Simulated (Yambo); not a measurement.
Here is the system:

```xyz
12
Lattice="3.9863 -2.6170 0.0000 3.9863 2.6170 0.0000 -0.3571 0.0000 7.2091" Properties=species:S:1:pos:R:3 pbc="T T T"
O      2.1212     0.0000     2.8063
O      5.4944     0.0000     4.4028
O      3.7453     1.2266     1.5210
O      3.8702    -1.2266     5.6881
O      3.8702     1.2266     5.6881
O      3.7453    -1.2266     1.5210
O      2.0280     0.0000     0.3042
O      5.5875     0.0000     6.9049
Na    -0.1786     0.0000     3.6045
S      2.8432     0.0000     1.5525
S      4.7723     0.0000     5.6566
Rh     0.0000     0.0000     0.0000
```

Workflow: LDA (Quantum ESPRESSO, PseudoDojo norm-conserving, 88 Ry, scalar-relativistic), then G0W0 in Yambo (2×2×2 Γ-centred k mesh, bands 6 to 233 and a 7 Ry block in the screening, 233 bands in G with the Bruneval-Gonze terminator, plasmon pole fitted at 27.2 eV).

Q: Give the LDA and G0W0 gaps between the band edges found on this mesh, and say where the edges lie.

A: Edges: (0, -0.5, -0.5) → (0, -0.5, 0). LDA: 1.08 eV; G0W0: 3.35 eV. Nearest settings tried, and what they do to the gap: 185 bands in W, 185 bands in G: -1 meV; 6 Ry block (269 vectors against 315): +9 meV; 4×4×2 mesh: -158 meV. So the settings aren't converged at that level. The k mesh is coarse. Spin-orbit splittings are left out.

Geometry of the Materials Project entry, not relaxed at this level.

The structure is a Materials Project entry; no match was found in the copy of COD used, and its stability was not checked.
